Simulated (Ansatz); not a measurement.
Starting cell, ZnO (wurtzite):

```
ZnO
1.0
    3.27960     0.00000     0.00000
   -1.63980     2.84021     0.00000
    0.00000     0.00000    10.58661
Zn O
4 4
Direct
  0.66667   0.33333   0.00108
  0.66667   0.33333   0.50108
  0.33333   0.66667   0.25108
  0.33333   0.66667   0.75108
  0.66667   0.33333   0.31152
  0.66667   0.33333   0.81152
  0.33333   0.66667   0.06152
  0.33333   0.66667   0.56152
```

A phonon eigenvector at A = (0.0, 0.0, 0.5) is frozen into this cell: atom i moves by Q times the vector below, so Q is the largest atomic displacement, in Å. The cell is held. It is one choice among 4 degenerate patterns. (q is in reciprocal vectors of the primitive cell; the cell shown is doubled to hold the pattern.)

| atom | x | y | z |
|---|---|---|---|
| Zn1 | 0.000 | 0.217 | 0.000 |
| Zn2 | 0.000 | -0.217 | 0.000 |
| Zn3 | 0.000 | 0.021 | 0.000 |
| Zn4 | 0.000 | -0.021 | 0.000 |
| O5 | 0.000 | -0.081 | 0.000 |
| O6 | 0.000 | 0.081 | 0.000 |
| O7 | 0.000 | -1.000 | 0.000 |
| O8 | 0.000 | 1.000 | 0.000 |

Calculation: PBE (plane waves to 420 eV, PAW, scalar-relativistic; Ansatz, a program for electronic structure). k mesh 12×12×3 (Γ-centred), Fermi-Dirac smearing 0.05 eV. E stands for the smeared free energy. ZnO was relaxed with its symmetry unable to fall. The zero of ΔE is the undisplaced structure.

```
Q (Å)    ΔE (meV/cell)
-------  -------------
-0.1000          103.6
-0.0833       withheld
-0.0667           45.5
-0.0500           25.5
-0.0333           11.3
-0.0167            2.8
0.0000             0.0
0.0167             2.8
0.0333            11.3
0.0500            25.5
0.0667            45.5
0.0833        withheld
0.1000           103.6
```

Task: Fit an even polynomial form (powers 2, 4) to the given rows and predict ΔE at Q = -0.0833.

Result: Least squares on the 11 given rows: ΔE = (10130)·Q² + (22620)·Q⁴, in meV/cell with Q in Å; root-mean-square residual 0.03 meV/cell. At -0.0833 the fit gives 71.4 meV/cell; the calculation gives 71.5 meV/cell, so the interpolation is off by -0.1 (-0.1 %). The quadratic term alone would give 70.3 meV/cell.

(For displaced atoms, the force is minus the slope of the energy, and its curvature is a force constant, which sets phonon frequencies.)
